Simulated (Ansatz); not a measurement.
Input and command of a plane-wave DFT calculation in Ansatz:

```yaml
crystal:
  lattice:
    - [3.955098446, 0.0, 0.0]
    - [0.0, 3.955098446, 0.0]
    - [0.0, 0.0, 3.955098446]
  atoms:
    - { symbol: Ag, position: [0.0, 0.0, 0.0] }
    - { symbol: C, position: [0.5, 0.5, 0.5] }
    - { symbol: Mn, position: [0.5, 0.5, 0.0] }
    - { symbol: Mn, position: [0.5, 0.0, 0.5] }
    - { symbol: Mn, position: [0.0, 0.5, 0.5] }
basis:
  ecutwfc: 420
kpoints:
  mp_grid: { grid: [10, 10, 10] }
hamiltonian:
  xc: pbe
scf:
  occupations: { method: gaussian, width: 0.1 }
  lower_state_search: "off"
output:
  forces: true
  stress: true
  eigenvalues: true
magnetization:
  spin_polarized: true
  initial_magnetization: 5.62
  spin_locking: { lock_magnetization: hard }
```

```bash
ansatz run input.yaml --threads 1 --pin off --max-ram 2560MiB --backend cpu --events-out ev --progress --plain --runs-dir out
```

Processor: Arm Neoverse V1, 1 thread, on a host shared with other jobs.

Q: How long does it run, and how much memory does it take?

A: About 22 s on 1 thread of Arm Neoverse V1, on a shared host, peak memory 0.49 GiB. It solves 45 bands at 56 k points (the mesh reduced by the symmetry that the task leaves, which can be less than the crystal's) with about 1213 plane waves, in 11 SCF iterations.
